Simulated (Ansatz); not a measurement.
In3GaP4 as one 8-atom ordering (R3m) on the zincblende lattice, relaxed with r2SCAN. It is trigonal, R3m (No. 160); a = 4.098 Å, c = 40.248 Å in the conventional setting, 24.39 Å³ an atom. Ga has 4 P at 2.36–2.47 Å; In has 4 P at 2.53–2.56 Å; In has 4 P at 2.53–2.55 Å; P has 3 Ga at 2.47 Å and 1 In at 2.56 Å; P has 4 In at 2.53–2.55 Å; P has 1 Ga at 2.36 Å and 3 In at 2.53 Å.

```
Ga In P
1.0
     2.04896    1.18297   13.41600
    -2.04896    1.18297   13.41600
     0.00000   -2.36594   13.41600
Ga In P
1 3 4
Direct
  0.00030 0.00030 0.00030
  0.25244 0.25244 0.25244
  0.50008 0.50008 0.50008
  0.74776 0.74776 0.74776
  0.31609 0.31609 0.31609
  0.56338 0.56338 0.56338
  0.81106 0.81106 0.81106
  0.05890 0.05890 0.05890
```

The questions ask for values computed with Ansatz on this geometry. No magnetic order and no zero-point or thermal motion; the cell was built from a prototype and may be hypothetical.

Given (8×8×8 mesh): PBE gives a direct gap of 0.52 eV at Γ.

**Question.** Estimate the gap with PBE+SOC on 8×8×8.

**Answer.** PBE+SOC gives a direct gap of 0.49 eV at Γ. The gap differs by -0.03 eV from PBE's.

**Question.** What does HSE06 give for the gap (4×4×4 mesh)?

**Answer.** With HSE06 the gap is 1.31 eV and direct, at Γ. The gap differs by +0.79 eV from PBE's.

**Question.** Order these levels by the gap that they give, smallest first.
A. PBE
B. PBE0
C. HSE06
D. r2SCAN

**Answer.** A (0.52 eV), D (0.90 eV), C (1.31 eV), B (1.95 eV).

**Question.** Roughly how does the cost of the PBE+SOC run (8×8×8) compare with r2SCAN's (8×8×8)?

**Answer.** About 4 times as much (3 core-minutes against 60 core-seconds, on 4 threads of Intel(R) Xeon(R) 6975P-C (Granite Rapids) (shared host)).

**Question.** What do these levels agree on?

**Answer.** r2SCAN covers 48 % of the step from PBE to HSE06, while HSE06 needs about 8 times r2SCAN's rough cost (on a coarser mesh). For gaps to 0.1 eV, spin-orbit coupling (up to 0.03 eV here) can be left out. All these functionals give a gap of the same kind, direct.

Only the levels marked +SOC include spin-orbit coupling.
